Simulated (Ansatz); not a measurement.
Rb2InAgCl6 in space group Fm-3m (No. 225; Rb on 8c, In on 4a, Ag on 4b, Cl on 24e), LDA in the plane-wave PAW code Ansatz. The conduction-band minimum lies at Γ, with 1 equivalent valley. Second derivatives d²E/dk² of the lowest band at one valley (eV·Å²), along Cartesian directions:

```
direction  d²E/dk²
---------  -------
[100]        30.10
[010]        30.10
[001]        30.10
[110]        30.09
[101]        30.09
[011]        30.09
```

Q: Find the principal effective masses, the density-of-states mass and the conductivity mass.

A: Off-diagonal terms follow from H_xy = H[110] − (H_xx + H_yy)/2, and m*/mₑ = 7.620 eV·Å² over each eigenvalue: 0.25, 0.25, 0.25. One valley's DOS mass (m₁m₂m₃)^(1/3) = 0.25, conductivity mass 3/(Σ 1/mᵢ) = 0.25 mₑ.

Q: What effective density of states Nc follows at 300 K for parabolic valleys?

A: Nc = 2.509e19 × 1 × (0.25)^(3/2) ≈ 3.1e18 cm⁻³.

The first step of the workflow began from a Materials Project structure, measured or hypothetical; the Crystallography Open Database copy checked does not list it. Its standing as an ambient phase is unchecked. The LDA relaxation kept the symmetry of its start. At this level the phase is dynamically unstable (imaginary phonons). The run is not spin-polarised. Spin–orbit coupling is left out wherever it is not named.

Potentials: the later of the program's two PAW sets.

Edges and masses are those of Kohn–Sham bands, whose gap is no quasiparticle gap.
